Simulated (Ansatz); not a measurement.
Formation energies in the Cl–Zr system, lowest calculated structure of each composition. Level of theory: PBEsol (plane waves to 420 eV, PAW, scalar-relativistic; Ansatz, a first-principles code). Element references, the lowest calculated here: Cl (Cmce), Zr (P6/mmm, not the ambient form); gases are represented by their molecular solids.

```csv
phase,x(Zr),space group,E_f (eV/atom),above hull (eV/atom)
Cl,0.000,Cmce,0.00,0.00
ZrCl4,0.200,P2/c,-1.79,0.00
ZrCl2,0.333,Pbcn,-1.47,0.11
ZrCl,0.500,R-3m,-1.33,0.00
Zr,1.000,P6/mmm,0.00,0.00
```

For ZrCl2 a lower structure may exist, so the energies are upper bounds and are not judged. On the hull: ZrCl, ZrCl4.

This is the hull of the energies calculated here, no anion corrections; phases that were not calculated are missing from it. Values are rounded to 0.01 eV/atom. Not shown to be the ambient phase of their composition (a lower form may be missing, and a cell relaxed within its start's symmetry can be a saddle point): ZrCl2 (Pbcn). The compounds carry no spin polarisation. No Hubbard U is applied.
